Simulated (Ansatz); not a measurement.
**AlNi: levels along high-symmetry lines**

```
Al Ni
1.0
     2.88100    0.00000    0.00000
     0.00000    2.88100    0.00000
     0.00000    0.00000    2.88100
Al Ni
1 1
Direct
  0.00000 0.00000 0.00000
  0.50000 0.50000 0.50000
```

Atoms are numbered in the order listed.

The geometry is COD entry 9008802, unchecked; take it as a test cell.

Theory: DFT, PBEsol, all-electron LAPW, scalar-relativistic in Ansatz 0.2.0.

Settings: a Γ-centred 13×13×13 k mesh, Fermi–Dirac smearing of 0.05 eV, basis error target 0.5 meV/atom, spin-polarised from start moments Ni2 1.5 μB (the moments died away, and the run ended non-magnetic).

Points in fractions of the reciprocal vectors of this cell: Γ (0, 0, 0), X (0, 0.5, 0), M (0.5, 0.5, 0), R (0.5, 0.5, 0.5). The path joins them by straight lines in the order Γ–X–M–Γ–R–X–R–M; legs that retrace an earlier one aren't tabulated. Energies are in eV from the Fermi level.

Is there a gap?

none: bands cross the Fermi level, a metal.

List the levels between -14 and 4 eV at the symmetry points.


Γ: -11.15, -3.23 (×2), -1.52 (×3)
X: -6.91, -6.80, -2.75, -2.23 (×2), -1.43, -0.62
M: -5.30, -3.38, -2.89 (×2), -2.05 (×2), -0.99, 1.46, 2.53
R: -4.09 (×3), -0.96 (×2), 1.97 (×3), 3.71
